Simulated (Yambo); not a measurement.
```
CELL_PARAMETERS angstrom
      3.79496     0.00000     0.00000
      0.00000     3.79496     0.00000
      0.00000     0.00000     3.79496
ATOMIC_POSITIONS crystal
  O  0.00000 0.00000 0.50000
  O  0.50000 0.00000 0.00000
  O  0.00000 0.50000 0.00000
  W  0.00000 0.00000 0.00000
```

WO3 (ReO3 type, space group Pm-3m, No. 221): mean Im ε in 1 eV windows above the direct gap of 2.62 eV, for different electron-hole kernels (Yambo, broadening 0.15 eV, PBEsol (pw.x of Quantum ESPRESSO, ONCV potentials, without SOC) bands; 8×8×8 mesh, 9 valence and 3 conduction bands, static screening with 36 bands and a 4 Ry block, scissor 0.96 eV, Tamm-Dancoff; field along x).

```csv
window (eV),independent quasiparticles,RPA (no attraction),BSE
2.6 to 3.6,6.3,5.8,8.7
3.6 to 4.6,8.9,8.3,6.9
4.6 to 5.6,7.2,6.8,7.0
5.6 to 6.6,5.8,6.5,2.8
6.6 to 7.6,1.6,2.6,0.4
```

This run doesn't resolve bound excitons or single peaks, so only averages are given, and they too depend on the mesh; weight that the attraction moves below the gap isn't listed. All transitions below 7.75 eV are in the band window. The scissor comes from a G0W0 run whose convergence isn't established.

Spin-orbit coupling is left out, which matters for elements this heavy: edges can move by tenths of an eV. The cell is held in this high symmetry; tilts and polar distortions were not searched.

Geometry relaxed with PBEsol.

The structure is a Materials Project entry; no match was found in the copy of COD used, and its stability was not checked.
